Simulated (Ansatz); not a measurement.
LaC2:
```yaml
crystal:
  lattice:
    - [-1.97456, 2.38403, 2.65685]
    - [1.97456, -2.38403, 2.65685]
    - [1.97456, 2.38403, -2.65685]
  atoms:
    - { symbol: La, position: [0.00000, 0.00000, 0.00000] }
    - { symbol: C, position: [0.63498, 0.50000, 0.13498] }
    - { symbol: C, position: [0.36502, 0.50000, 0.86502] }
```

Relaxed with LDA. Special points in fractions of this cell's reciprocal vectors: Γ (0.000, 0.000, 0.000); X (0.500, 0.500, -0.500); F2 (0.388, 0.612, -0.388); Σ0 (-0.388, 0.388, 0.388); Y0 (0.451, -0.451, 0.451); U0 (0.549, 0.451, -0.451); R (0.000, 0.500, 0.000); W (0.250, 0.250, 0.250); S (0.500, 0.000, 0.000); T (0.000, 0.000, 0.500).

**Question.** List the band energies nearest the Fermi level at these points for plane-wave PAW LDA (Ansatz code).

**Answer.** In eV from the Fermi level; about four levels below and three above (degenerate sets whole), none deeper than 8.9 eV; points with the same levels are listed once.

```json
[
 {"k": "Γ", "below": "-3.52 -3.11 -1.77 -0.74", "above": "1.82 1.89 1.89"},
 {"k": "X", "below": "-5.12 -4.46 -3.51 -3.31", "above": "0.30 0.98 2.12"},
 {"k": "F2", "below": "-5.78 -4.27 -3.66 -3.38", "above": "1.14 1.53 1.75"},
 {"k": "Y0", "below": "-5.43 -4.13 -3.62 -3.32", "above": "0.37 1.13 1.98"},
 {"k": "R", "below": "-6.84 -5.69 -4.66 -2.54", "above": "1.02 1.96 2.02"},
 {"k": "W", "below": "-5.33 -4.84 -4.24 -3.90", "above": "0.19 0.71 1.74"},
 {"k": "S", "below": "-7.14 -4.99 -4.64 -2.52", "above": "0.76 1.64 1.90"},
 {"k": "T", "below": "-4.01 -3.89 -3.13 -1.84", "above": "1.00 2.08 2.20"}
]
```

Space group Immm. The workflow started from a Materials Project entry (that database holds measured and hypothetical structures alike); the Crystallography Open Database copy checked does not list it. COD files the formula under space group No. 139. Whether it is the stable phase at ambient conditions was not checked. Symmetry was held in the LDA relaxation; its stability against distortions is not shown here. Scalar-relativistic: spin–orbit coupling is off unless named, which matters more the heavier the elements.

Potentials: the later of the program's two PAW sets.
